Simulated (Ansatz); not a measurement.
**BaGe6 squeezed and stretched**

A database entry relaxed whole under r2SCAN (Cmcm):

```yaml
crystal:
  lattice:
    - [2.37852, -5.42149, 0.00000]
    - [2.37852, 5.42149, 0.00000]
    - [0.00000, 0.00000, 12.52337]
  atoms:
    - { symbol: Ba, position: [0.72702, 0.27298, 0.25000] }
    - { symbol: Ba, position: [0.27298, 0.72702, 0.75000] }
    - { symbol: Ge, position: [0.75258, 0.24742, 0.53780] }
    - { symbol: Ge, position: [0.24742, 0.75258, 0.03780] }
    - { symbol: Ge, position: [0.24742, 0.75258, 0.46220] }
    - { symbol: Ge, position: [0.75258, 0.24742, 0.96220] }
    - { symbol: Ge, position: [0.55790, 0.44210, 0.64774] }
    - { symbol: Ge, position: [0.44210, 0.55790, 0.14774] }
    - { symbol: Ge, position: [0.44210, 0.55790, 0.35226] }
    - { symbol: Ge, position: [0.55790, 0.44210, 0.85226] }
    - { symbol: Ge, position: [0.97710, 0.02290, 0.59892] }
    - { symbol: Ge, position: [0.02290, 0.97710, 0.09892] }
    - { symbol: Ge, position: [0.02290, 0.97710, 0.40108] }
    - { symbol: Ge, position: [0.97710, 0.02290, 0.90108] }
```

The cell was scaled uniformly, its shape held, and the atoms relaxed at each volume with plane-wave PAW DFT (Ansatz 0.2.0; r2SCAN, 500 eV, 8×8×3 Γ-centred mesh, fermi-dirac occupations of width 0.100 eV; no spin, no spin-orbit coupling). One row is withheld.

```
volume (Å³/atom)  energy over the lowest (meV/atom)  pressure (GPa)
          21.686                               16.5            4.07
          22.147                                7.1            2.59
          22.609                                1.7            1.27
          23.070                                0.0            0.08
          23.531                                1.5           -0.99
          23.993                                  ?               ?
          24.454                               12.9           -2.79
```

Fit the pressures of the other rows to the third-order Birch-Murnaghan form.

With f = [(V₀/V)^(2/3) − 1]/2 and P = 3B₀f(1 + 2f)^(5/2)[1 + 3(B₀′ − 4)f/2], least squares gives V₀ = 23.10 Å³ an atom, B₀ = 55.8 GPa and B₀′ = 4.5; the rows miss the fit by less than 0.01 GPa. The slope of the energies differs from these pressures by 0.07 GPa, since they are taken to zero smearing while pressures follow the free energy.

What does the withheld row hold?

The fit gives -1.94 GPa at 23.993 Å³; the run gave -1.94 GPa and 5.9 meV an atom.

Caveats: the shape of the cell was held, so B₀ is an upper bound where the axes differ in stiffness; 0 K, fixed nuclei; the symmetry was kept, and this need not be the phase that is stable at 0 K; one mesh for all volumes; pressure is positive in compression.
